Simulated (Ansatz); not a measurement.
Input, command and steps of an Ansatz relaxation.

```yaml
crystal:
  lattice:
    - [3.9321163306, 0.0, 0.0]
    - [0.0, 3.9321163306, 0.0]
    - [0.0, 0.0, 4.0712111831]
  atoms:
    - { symbol: Ba, position: [0.0, 0.0, -0.0044104999] }
    - { symbol: Ti, position: [0.5, 0.5, 0.4774906555] }
    - { symbol: O, position: [0.5, 0.5, 0.0346021843] }
    - { symbol: O, position: [0.5, 0.0, 0.51765883] }
    - { symbol: O, position: [0.0, 0.5, 0.51765883] }
basis:
  ecutwfc: 500
kpoints:
  mp_grid: { grid: [8, 8, 8] }
hamiltonian:
  xc: r2scan
scf:
  occupations: { method: gaussian, width: 0.02 }
output:
  forces: true
  stress: true
  eigenvalues: true
relax:
  adjacent_minimum: "off"
  f_tol: 0.01
  max_steps: 30
  cell: { stress_tol: 0.1, fix: [volume] }
```

```bash
ansatz run input.yaml --threads 1 --pin off --max-ram 2560MiB --backend cpu --events-out ev --progress --plain --runs-dir out
```

These are results of DFT r2SCAN, scalar-relativistic, plane waves, PAW (Ansatz 0.2.0), not measurements.

The volume is held at 0.97 times that of the relaxed cell.

Of 7 frames 6 are shown, positions in Å and forces in eV/Å; the SCF threshold varies from step to step. Steps run on the plane waves of an earlier cell, with a Pulay correction in the pressure. The basis is chosen afresh for the last frame, the zero of the energies, and at times for earlier ones too; energy and pressure step there, also at an unchanged geometry.

```xyz
5
Lattice="3.9321 0.0000 0.0000 0.0000 3.9321 0.0000 0.0000 0.0000 4.0712" Properties=species:S:1:pos:R:3:forces:R:3 pbc="T T T" step=1 free_energy_over_end_meV_per_atom=2.09 pressure_GPa=5.69
Ba    0.0000    0.0000   -0.0180    0.0000    0.0000    0.0299
Ti    1.9661    1.9661    1.9440    0.0000    0.0000    0.3006
O     1.9661    1.9661    0.1409    0.0000    0.0000   -0.3812
O     1.9661    0.0000    2.1075    0.0000    0.0000    0.0252
O     0.0000    1.9661    2.1075    0.0000    0.0000    0.0252
5
Lattice="3.9368 0.0000 0.0000 0.0000 3.9368 0.0000 0.0000 0.0000 4.0616" Properties=species:S:1:pos:R:3:forces:R:3 pbc="T T T" step=2 free_energy_over_end_meV_per_atom=1.58 pressure_GPa=5.29
Ba    0.0000    0.0000   -0.0031    0.0000    0.0000   -0.0926
Ti    1.9684    1.9684    1.9360    0.0000    0.0000    0.3776
O     1.9684    1.9684    0.1269    0.0000    0.0000   -0.2152
O     1.9684    0.0000    2.1036    0.0000    0.0000   -0.0349
O     0.0000    1.9684    2.1036    0.0000    0.0000   -0.0349
5
Lattice="3.9411 0.0000 0.0000 0.0000 3.9411 0.0000 0.0000 0.0000 4.0526" Properties=species:S:1:pos:R:3:forces:R:3 pbc="T T T" step=3 free_energy_over_end_meV_per_atom=0.95 pressure_GPa=4.95
Ba    0.0000    0.0000   -0.0070    0.0000    0.0000   -0.0378
Ti    1.9706    1.9706    1.9382    0.0000    0.0000    0.2791
O     1.9706    1.9706    0.1208    0.0000    0.0000   -0.1195
O     1.9706    0.0000    2.1006    0.0000    0.0000   -0.0606
O     0.0000    1.9706    2.1006    0.0000    0.0000   -0.0606
5
Lattice="3.9549 0.0000 0.0000 0.0000 3.9549 0.0000 0.0000 0.0000 4.0245" Properties=species:S:1:pos:R:3:forces:R:3 pbc="T T T" step=4 free_energy_over_end_meV_per_atom=0.01 pressure_GPa=3.89
Ba    0.0000    0.0000    0.0025    0.0000    0.0000   -0.0002
Ti    1.9774    1.9774    1.9548    0.0000    0.0000   -0.0342
O     1.9774    1.9774    0.1029    0.0000    0.0000    0.0293
O     1.9774    0.0000    2.0748    0.0000    0.0000    0.0026
O     0.0000    1.9774    2.0748    0.0000    0.0000    0.0026
5
Lattice="3.9539 0.0000 0.0000 0.0000 3.9539 0.0000 0.0000 0.0000 4.0264" Properties=species:S:1:pos:R:3:forces:R:3 pbc="T T T" step=5 free_energy_over_end_meV_per_atom=-0.01 pressure_GPa=4.00
Ba    0.0000    0.0000    0.0012    0.0000    0.0000   -0.0007
Ti    1.9770    1.9770    1.9525    0.0000    0.0000   -0.0055
O     1.9770    1.9770    0.1054    0.0000    0.0000    0.0065
O     1.9770    0.0000    2.0768    0.0000    0.0000   -0.0003
O     0.0000    1.9770    2.0768    0.0000    0.0000   -0.0003
5
Lattice="3.9554 0.0000 0.0000 0.0000 3.9554 0.0000 0.0000 0.0000 4.0235" Properties=species:S:1:pos:R:3:forces:R:3 pbc="T T T" step=7 free_energy_over_end_meV_per_atom=0.00 pressure_GPa=3.98
Ba    0.0000    0.0000    0.0014    0.0000    0.0000   -0.0001
Ti    1.9777    1.9777    1.9515    0.0000    0.0000    0.0033
O     1.9777    1.9777    0.1050    0.0000    0.0000   -0.0030
O     1.9777    0.0000    2.0752    0.0000    0.0000   -0.0002
O     0.0000    1.9777    2.0752    0.0000    0.0000   -0.0002
```

Time: 6.6 min on 1 thread of AMD EPYC (Zen 3), with other jobs on the host, peak memory 0.55 GiB.